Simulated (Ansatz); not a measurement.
**SnF4 (I4/mmm), tetragonal deformation path**

Method: DFT PBEsol, scalar-relativistic, plane waves, PAW (Ansatz). The runs took a 420 eV cutoff, a Γ-centred 10×10×10 mesh and Gaussian smearing (0.05 eV). No spin polarisation. Energies are free energies at this smearing, counted from the undisturbed cell; pressure is positive in compression.

Reference structure (as given, not relaxed at this level; it stands at 4.1 GPa, and it needn't be the usual structure):

```
Sn F
1.0
    -2.02500    2.02500    3.96500
     2.02500   -2.02500    3.96500
     2.02500    2.02500   -3.96500
Sn F
1 4
Direct
  0.00000 0.00000 0.00000
  0.23700 0.23700 0.00000
  0.76300 0.76300 0.00000
  0.50000 0.00000 0.50000
  0.00000 0.50000 0.50000
```

The cell holds layers and no dispersion correction was added, so their binding is poorly described.

At fixed volume and fractional coordinates, lengths along (0.000, 0.000, 1.000) are scaled against those across it; ρ is that ratio over its starting value.

| ρ | ΔE (meV/atom) | gap on the mesh (eV) |
| --- | --- | --- |
| 0.850 | 319.3 | 4.75 |
| 0.920 | 77.3 | 4.43 |
| 0.960 | 17.4 | 3.98 |
| 1.000 | 0.0 | 3.45 |
| 1.050 | 25.7 | 2.84 |
| 1.100 | 93.4 | 2.27 |
| 1.200 | 324.9 | 1.25 |